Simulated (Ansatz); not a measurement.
Input and output of a field-response calculation (clamped ions) on SrTiO₃ in the cubic perovskite structure (the plane-wave code Ansatz, r2SCAN). The cell was relaxed with r2SCAN and then strained (isotropic -3.0 % on every length), with the atoms relaxed again with r2SCAN; k points keep the names of the unstrained zone.

Input file:
```yaml
crystal:
  lattice:
    - [3.7896459565, 0.0, 0.0]
    - [0.0, 3.7896459565, 0.0]
    - [0.0, 0.0, 3.7896459565]
  atoms:
    - { symbol: Sr, position: [0.0, 0.0, 0.0] }
    - { symbol: Ti, position: [0.5, 0.5, 0.5] }
    - { symbol: O, position: [0.5, 0.5, 0.0] }
    - { symbol: O, position: [0.5, 0.0, 0.5] }
    - { symbol: O, position: [0.0, 0.5, 0.5] }
kpoints:
  mp_grid: { grid: [6, 6, 6] }
hamiltonian:
  xc: r2scan
scf:
  occupations: { method: fixed }
dielectric: {}
```

It took 45 s on 1 × NVIDIA H100 80GB HBM3 with 2 threads of AMD EPYC 7R13 Processor (Zen 3), with other jobs on the host, load about 1.8 per core; peak host memory 1.7 GiB.

Output, abridged:
```
Functional definition: r2SCAN
Crystal: 5 atoms, lattice volume = 54.425 Å³
Basis set: ecut = 500 eV, 1357 PW (Γ)
Bands: 25, of which v1, the nominal top of the filled ones, is band 20 counted from 1 (19 counted from 0)
Symmetry: 48 space group operations
k-points: 40 of 216 (irreducible under 8 space group operations, time reversal used)
SCF iter   1: HF=-7774.266901 eV  Δρ=2.02e-2  dr2=2.52e-1
preconditioner: auto → Resta (q_TF=auto, 2.592 Å⁻¹)  ε∞=4.9  [insulator: Δε(μ)=2.906 eV  ℏωp=27.6 eV]
SCF iter   2: HF=-7774.406374 eV  Δρ=7.79e-3  dr2=1.19e-2
SCF iter   3: HF=-7774.406268 eV  Δρ=3.58e-3  dr2=3.44e-3
SCF iter   4: HF=-7774.406190 eV  Δρ=1.03e-3  dr2=2.70e-4
SCF iter   5: HF=-7774.406115 eV  Δρ=2.24e-4  dr2=1.64e-5
SCF iter   6: HF=-7774.406122 eV  Δρ=5.86e-5  dr2=1.94e-6
SCF iter   7: HF=-7774.406215 eV  Δρ=6.08e-6  dr2=1.20e-8
SCF iter   8: HF=-7774.406215 eV  Δρ=2.15e-6  dr2=2.37e-9
SCF iter   9: HF=-7774.406215 eV  Δρ=1.32e-7  dr2=9.23e-12
SCF 1 converged in 9 iterations: F = -7774.406215 eV  dr2 = 9.23e-12
SCF 1 converged in 4 iterations: F = -7774.393466 eV  dr2 = 1.01e-8
Free energy (F): -7774.406215 eV
Fermi energy:    10.979241 eV
--- Dielectric response (ions clamped): 3 representative field directions + reference, inside a basis on a mesh of 512 k-points ---
  ε∞ (high-frequency dielectric tensor):
        5.530725     0.000000     0.000000
        0.000000     5.530725     0.000000
        0.000000     0.000000     5.530725
  Born effective charges Z* (e; rows j = field, columns β = displacement):
    site 0:
         2.54747    0.00000    0.00000
         0.00000    2.54747    0.00000
         0.00000    0.00000    2.54747
    site 1:
         7.08764    0.00000    0.00000
         0.00000    7.08764    0.00000
         0.00000    0.00000    7.08764
    site 2:
        -2.02233    0.00000    0.00000
         0.00000   -2.02233    0.00000
         0.00000    0.00000   -5.59045
    site 3:
        -2.02233    0.00000    0.00000
         0.00000   -5.59045    0.00000
         0.00000    0.00000   -2.02233
    site 4:
        -5.59045    0.00000    0.00000
         0.00000   -2.02233    0.00000
         0.00000    0.00000   -2.02233
  ε∞ is read to err by 1.8e-2, Z* by 2.8e-2 e
```

The clamped-ion dielectric constant comes out as 5.53 in all directions. Born charges, averaged over directions: Sr +2.55, Ti +7.09, O -3.21 e. The program notes that the ground state's band table doesn't vouch for all the bands that the response reads.

No spin polarisation and no zero-point or thermal motion.
